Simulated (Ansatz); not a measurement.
Input:

ZnCl₂:
```
ZnCl2
1.0
    3.59147     0.00000     0.00000
    0.00000     3.59147     0.00000
    0.00000     0.00000    10.27886
Zn Cl
2 4
Direct
  0.00000   0.00000   0.00000
  0.50000   0.50000   0.50000
  0.50000   0.00000   0.13061
  0.50000   0.00000   0.63061
  0.00000   0.50000   0.36939
  0.00000   0.50000   0.86939
```

This is the LDA-relaxed structure. Cartesian axes are those of the cell as given.

**Question.** All from LDA in the plane-wave PAW code Ansatz, unless another level is named. Give the formation energy from the elements (no fitted shifts).

**Answer.** -1.11 eV/atom.

**Question.** Give the HSE06 gap on the LDA cell.

**Answer.** 5.54 eV.

**Question.** Give the hole effective mass, band 2 of 2 at the edge.

**Answer.** 0.39 along x, 1.8 along z (mₑ).

**Question.** What about the band gap?

**Answer.** 3.65 eV (direct).

Space group P4_2/nmc. The workflow started from a Materials Project entry (that database holds measured and hypothetical structures alike); the Crystallography Open Database files this formula in space group No. 137, but the cells were not matched. Its standing as an ambient phase is unchecked. The cell was relaxed with LDA under the symmetry of its start; its stability against distortions is not shown here. A crystal of weakly bound layers computed without a dispersion correction: the cell and the soft elastic constants depend strongly on that. The references are the lowest solids computed at this level, not always the standard phases (solids in place of the gases).

Potentials: the later of the program's two PAW sets.
